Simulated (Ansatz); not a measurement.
**Run times of several calculations on Bi₂S₃**

Cell: 20 atoms, space group Pnma, a = 11.345 Å, b = 3.994 Å, c = 11.193 Å, α = 90.00°, β = 90.00°, γ = 90.00°.

All runs are DFT with Ansatz 0.2.0 on 2 threads of Intel Xeon Processor @ 2.50GHz (Skylake/Cascade Lake) (x86_64; 62 cores open to the job, memory cap 5.0 GiB, no GPU), a shared host.

Question: Rank the runs by wall time, shortest first.
A. relaxation of the ions, PBE, 420 eV, 3×7×3 k-points, smearing 0.02 eV
B. single point at relaxed positions, PBE with spin–orbit coupling, 420 eV, 3×7×3 k-points, smearing 0.02 eV
C. single point at relaxed positions, r2SCAN, 500 eV, 3×7×3 k-points, smearing 0.02 eV
D. single point, PBE, 420 eV, 3×7×3 k-points, smearing 0.02 eV

Answer: D (72 s, 1.4 GiB), C (2.6 min, 2.4 GiB), A (4 min, 1.5 GiB), B (10 min, 4.2 GiB).
